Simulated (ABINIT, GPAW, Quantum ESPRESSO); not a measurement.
## ScRu3: programs and potentials compared

```
Ru Sc
1.0
     3.93844    0.00000    0.00000
     0.00000    3.93844    0.00000
     0.00000    0.00000    3.93844
Ru Sc
3 1
Cartesian
  1.9692 1.9692 0.0000
  1.9692 0.0000 1.9692
  0.0000 1.9692 1.9692
  0.0000 0.0000 0.0000
```

The cell comes from a database or a generator and needn't be the stable form of this composition.

Alike in all runs: task single point; functional PBE; k mesh 7 × 7 × 7; occupations fermi-dirac, width 0.05 eV; no spin polarisation; no spin-orbit coupling. Pressure is positive in compression and, in plane waves, holds the error of the finite cutoff.

```tsv
program and potentials	plane-wave cutoff (eV)	notes	pressure (GPa)
Quantum ESPRESSO, SSSP 1.3 efficiency PBE	816	-	-1.77
ABINIT, JTH PAW PBE v2.0	408	-	-1.84
GPAW, GPAW PAW data sets (gpaw-data 1.2.1)	600	-	-2.10
```

The pressure spans -2.10 (GPAW, GPAW PAW data sets (gpaw-data 1.2.1)) to -1.77 GPa (Quantum ESPRESSO, SSSP 1.3 efficiency PBE).

The functional is the same throughout but for its coding, so the spread measures potentials, basis and numerics; runs on potential files found faulty are left out.
